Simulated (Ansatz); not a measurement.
## One atom moved along a line in W

Theory: DFT PBEsol, scalar-relativistic, plane waves, PAW in Ansatz 0.2.0. Cutoff 420 eV, Γ-centred 14×14×14 k-points, Gaussian smearing of 0.15 eV. Spin–orbit coupling is left out, which can shift energies with elements as heavy as these. No spin polarisation. Energies are free energies at this smearing, counted from the undisturbed cell; pressure is positive in compression.

Reference structure (relaxed at this level; with this scan's settings it stands at -0.1 GPa):

```
W
1.0
    -3.15436   -3.15436    3.15436
    -3.15436    3.15436   -3.15436
     3.15436   -3.15436   -3.15436
W
8
Direct
  0.50000 0.50000 0.50000
  0.00000 0.50000 0.50000
  0.50000 0.00000 0.50000
  0.00000 0.00000 0.50000
  0.50000 0.50000 0.00000
  0.00000 0.50000 0.00000
  0.50000 0.00000 0.00000
  0.00000 0.00000 0.00000
```

Atom 1 (W) is moved by x along the Cartesian unit vector (0.577, 0.577, -0.577); the cell and all other atoms stay fixed. The cell is metallic on the mesh throughout.

| x (Å) | ΔE (meV/cell) | force along x on the moved atoms (eV/Å) |
| --- | --- | --- |
| -0.1000 | 89.0 | 1.77 |
| -0.0333 | 9.9 | 0.59 |
| 0.0000 | 0.0 | 0.00 |
| 0.0667 | 39.7 | -1.19 |